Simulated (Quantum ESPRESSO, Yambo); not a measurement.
## Levels of theory for the gap of CuI

CuI (space group Cmcm, No. 63): one geometry, one set of PBEsol (pw.x of Quantum ESPRESSO, ONCV potentials, no spin-orbit coupling) orbitals, self-energies from Yambo (2×2×4 Γ-centred k mesh, bands 9 to 224 and a 8 Ry block in the screening, 224 bands in G with the Bruneval-Gonze terminator, plasmon pole fitted at 27.2 eV).

Cell and atoms were relaxed with PBE+D3(BJ) from Materials Project entry mp-1007922, within its symmetry.

| level | gap Γ → Γ (eV) | rough Yambo cost |
|---|---|---|
| PBEsol (Quantum ESPRESSO) | 0.76 | – |
| exchange only (Hartree-Fock self-energy on PBEsol orbitals) | 9.15 | about 1/20 (12 states) |
| static COHSEX@PBEsol | 1.39 | within a factor of two (2 states) |
| G0W0@PBEsol, plasmon pole | 1.47 | 1 (12 states) |

Bare exchange has no screening and gives the widest gap. COHSEX doesn't lie clearly above G0W0 here; the order may hang on the settings.

Costs are rough ratios of core time on shared machines.

Nearest settings tried, and what they do to the gap: 144 bands in G: +14 meV; 144 bands in W, 144 bands in G: +37 meV; 7 Ry block (219 vectors against 261): +1 meV; 2×2×2 mesh: -55 meV. So the settings aren't converged at that level. The k mesh is coarse.

Without spin-orbit coupling, band edges of such heavy elements can be off by tenths of an eV. The filled Cu 3d shell has no Hubbard U; semilocal functionals place it too high.

This is not the ordinary phase of the substance; no match was found in the copy of COD used, and its stability was not checked.
